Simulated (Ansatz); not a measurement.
Re:
```xyz
4
Lattice="2.7511 0.0000 0.0000 -1.3756 2.3826 0.0000 0.0000 0.0000 8.8749" Properties=species:S:1:pos:R:3 pbc="T T T"
Re     0.0000     0.0000     0.0000
Re     0.0000     0.0000     4.4374
Re     0.0000     1.5884     2.2187
Re     1.3756     0.7942     6.6562
```

Relaxed with PBEsol. Special points in fractions of this cell's reciprocal vectors: Γ (0.000, 0.000, 0.000); M (0.500, 0.000, 0.000); K (0.333, 0.333, 0.000); A (0.000, 0.000, 0.500); L (0.500, 0.000, 0.500); H (0.333, 0.333, 0.500).

**Question.** List the band energies nearest the Fermi level at these points for PBEsol with spin–orbit coupling (plane waves, PAW; program Ansatz).

**Answer.** In eV from the Fermi level; about four levels below and three above (degenerate sets whole), none deeper than 8.9 eV; points with the same levels are listed once.

```tsv
k	below	above
Γ	-0.95 -0.95 -0.83 -0.83	0.39 0.39 0.60 0.60
M	-2.19 -2.19 -0.82 -0.82	0.22 0.22 0.29 0.29
K	-2.29 -2.29 -0.20 -0.20	0.01 0.01 1.57 1.57
A	-1.15 -1.15 -1.15 -1.15	1.17 1.17 1.17 1.17
L	-0.73 -0.73 -0.73 -0.73	0.18 0.18 0.18 0.18
H	-2.32 -2.32 -0.19 -0.19	0.10 0.10 0.86 0.86
```

Space group P6_3/mmc (dhcp (α-La type)). The workflow started from a Materials Project entry (that database holds measured and hypothetical structures alike). Its sites differ from those of the usual phase in this space group: another stacking or structure type. The PBEsol relaxation kept the symmetry of its start; of distortions, only those at the zone centre were tested. The run is not spin-polarised.

Potentials: the later of the program's two PAW sets.
